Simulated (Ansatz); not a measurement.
A relaxed cell of ScAl2 is given with its symmetry left out. The cell was found from a structure generator's guess, not taken from experiment.

Computed with Ansatz, DFT PBE, scalar-relativistic, plane waves, PAW. Cutoff 420 eV, Γ-centred mesh, Gaussian smearing, no spin polarisation.

This is a two-dimensional sheet: the third axis spans vacuum and isn't periodic.

```cif
data_structure
_symmetry_space_group_name_H-M 'P 1'
_symmetry_Int_Tables_number 1
_cell_length_a 3.1266
_cell_length_b 3.1266
_cell_length_c 30.0575
_cell_angle_alpha 90.000
_cell_angle_beta 90.000
_cell_angle_gamma 90.000
_cell_volume 293.84
loop_
_atom_site_label
_atom_site_type_symbol
_atom_site_fract_x
_atom_site_fract_y
_atom_site_fract_z
_atom_site_occupancy
Sc1 Sc 0.00000 0.00000 0.28279 1
Al1 Al 0.50000 0.50000 0.22190 1
Al2 Al 0.50000 0.50000 0.34368 1
```

Formation energies are uncorrected and refer to the elements' standard structures at the same level.

Q: What layer group does it have?

A: p4/mmm (No. 61). In-plane cell: a = 3.127 Å, b = 3.127 Å, γ = 90.0°, thickness 3.66 Å between the outermost nuclei. Sc at height 1.83 Å has 8 Al at 2.87 Å and 4 Sc at 3.13 Å; Al at height 0.00 Å has 4 Sc at 2.87 Å and 4 Al at 3.13 Å.

Q: How far does it lie from the elements in energy?

A: +0.24 eV/atom. A positive value: parting into the elements would lower its energy.

Q: Is it a metal?

A: Yes, bands cross the Fermi level on the 14×14×1 mesh.

The last run used a 14×14×1 mesh for its 3-atom cell and Gaussian smearing of 0.10 eV. Symmetry constrained the relaxation, so the result can be a saddle point.
